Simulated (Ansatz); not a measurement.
Clean, relaxed (100) slab of Ag (Fm-3m (No. 225)), 4 planes, outer planes Ag (top) and Ag (bottom):

```yaml
crystal:
  lattice:
    - [2.86690, 0.00000, 0.00000]
    - [0.00000, 2.86690, 0.00000]
    - [0.00000, 0.00000, 23.08162]
  atoms:
    - { symbol: Ag, position: [0.50000, 0.50000, 0.36826] }
    - { symbol: Ag, position: [0.00000, 0.00000, 0.45609] }
    - { symbol: Ag, position: [0.50000, 0.50000, 0.54421] }
    - { symbol: Ag, position: [0.00000, 0.00000, 0.63017] }
```

Computed with DFT PBEsol, scalar-relativistic, plane waves, PAW in Ansatz 0.2.0. Cutoff 420 eV; k points 10×10×1 on the computed 4-atom cell (Γ-centred); Gaussian smearing, width 0.10 eV; no spin polarisation. The cell repeats along c with a dipole correction in the vacuum.

Each adsorbate, one a 1×1 cell of 8.2 Å², is relaxed from two or three sites of the top face, and its lowest end is kept. E_ads counts from the clean slab and the free, spin-polarised adsorbate; heights from the highest slab atom; Δp along +c.

```tsv
adsorbate	lowest E_ads (eV)	bonded neighbours	height (Å)	Δp (e·Å)
CH	-4.12	4	0.73	+0.049
B	-4.10	4	0.44	-0.012
C	-3.96	4	0.47	-0.055
OH	-2.50	2	1.63	-0.082
```

**Question.** What do you expect for F?

**Answer.** E_ads = -3.54 eV, 4 bonded neighbours, height 1.13 Å, Δp = -0.178 e·Å. That is number 4 of the 5.

Spin polarisation was left out, and a magnetic state may lie lower.